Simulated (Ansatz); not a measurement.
Consider the following.

Starting cell, Be (hcp, Mg type):

```xyz
4
Lattice="4.5290 0.0000 0.0000 -1.1322 1.9611 0.0000 0.0000 0.0000 3.5609" Properties=species:S:1:pos:R:3 pbc="T T T"
Be     0.0000     1.3074     2.6707
Be     2.2645     1.3074     2.6707
Be     1.1322     0.6537     0.8902
Be     3.3967     0.6537     0.8902
```

The atoms are displaced by Q × the pattern below (from a DFPT mode at M = (0.5, 0.0, 0.0), largest move 1; Q in Å), at fixed cell. (q is in reciprocal vectors of the primitive cell; the cell shown is doubled to hold the pattern.)

| atom | x | y | z |
|---|---|---|---|
| Be1 | 0.500 | -0.866 | 0.000 |
| Be2 | -0.500 | 0.866 | 0.000 |
| Be3 | 0.500 | -0.866 | 0.000 |
| Be4 | -0.500 | 0.866 | 0.000 |

All values below come from PBE (plane waves to 420 eV, PAW, scalar-relativistic; Ansatz, a program for electronic structure). k mesh 23×23×13 (Γ-centred), Fermi-Dirac smearing 0.05 eV. The energy includes the smearing's −TS. With partly filled bands, energies and forces of such displacements shift with the k mesh and the smearing. Be was relaxed with its symmetry unable to fall. The PAW data are Ansatz's earlier set. ΔE is measured from the undisplaced structure.

The scan covers Q from -0.180 to 0.180 Å in 13 points.

Task: Which space group does the distorted structure have?

Result: Pnma (No. 62), lowered from P6_3/mmc.

Task: What is the energy change at Q = 0.180 Å?

Result: 331 meV/cell.

Task: What harmonic wavenumber does the curvature at Q = 0 give?

Result: 404 cm⁻¹.

(A displaced cell: forces are minus the slopes of the energy, force constants its curvatures, and phonons follow from these.)
